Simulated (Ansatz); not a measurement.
**Profile along the Sn–O line in SnO (litharge type, space group P4/nmm)**

SnO (litharge type, space group P4/nmm)

```xyz
4
Lattice="3.8362 0.0000 0.0000 0.0000 3.8362 0.0000 0.0000 0.0000 4.7574" Properties=species:S:1:pos:R:3 pbc="T T T"
Sn     1.9181     0.0000     1.1581
Sn     0.0000     1.9181     3.5993
O      0.0000     0.0000     0.0000
O      1.9181     1.9181     0.0000
```

Fields along a shortest Sn–O line of a (010) plane (2.24 Å), from Sn to O, interpolated on the slice's grid (step about 0.1 Å). The numbers are results of PBE-D3(BJ) (plane waves to 420 eV, PAW, scalar-relativistic; Ansatz, a quantum-chemistry and plane-wave program), not measurements. k mesh 12×12×10. Near the nuclei the fields are pseudised (PAW); where an atom keeps semicore shells as valence, they peak there. At this level the bands of SnO touch or barely overlap; measurements give the solid a gap. SnO was relaxed with its symmetry unable to fall. The PAW data are Ansatz's earlier set.

```csv
distance from Sn (Å),valence electron density (e/Å³),electron localisation function
0.00,12.76,x
0.22,10.84,x
0.45,6.58,0.02
0.67,2.63,0.15
0.90,0.74,0.21
1.12,0.45,0.22
1.34,0.64,0.58
1.57,1.44,0.82
1.79,3.72,0.78
2.02,7.09,x
2.24,8.67,x
```

x: too close to a nucleus for the ELF to mean much.

Density on the Sn–O line (2.24 Å) at its midpoint: 0.45 e/Å³. ELF at that point: 0.2.
